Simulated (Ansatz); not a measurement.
BAs:
```
BAs
1.0
    3.45880     0.00000     0.00000
   -1.72940     2.99541     0.00000
    0.00000     0.00000     7.48158
B As
3 3
Cartesian
  1.72940   0.00000   3.74079
 -0.86470   1.49771   1.24693
  0.86470   1.49771   6.23465
  1.72940   0.00000   0.00000
 -0.86470   1.49771   4.98772
  0.86470   1.49771   2.49386
```

Plane-wave PAW PBE (Ansatz code) gives a gap of 0.48 eV without spin–orbit coupling, maximum at Γ, minimum at M.

Task: What happens when spin–orbit coupling is switched on?

Result: The gap drops by 0.01 eV, to 0.47 eV; maximum on the Γ–M line, 2 % of the way from Γ, minimum at M. The small gap may have closed and reopened with inverted band order, as semilocal functionals often give for heavy narrow-gap crystals.

Space group P6_222. The start of the workflow was typed in or built on a structure type; neither database checked (COD, Materials Project) lists it. It is not the phase usual at ambient conditions (space group No. 216). Symmetry was held in the PBE relaxation; its stability against distortions is not shown here. Its formation energy is positive at this level, so the cell may be metastable or incomplete.

Potentials: the earlier of the program's two PAW sets.
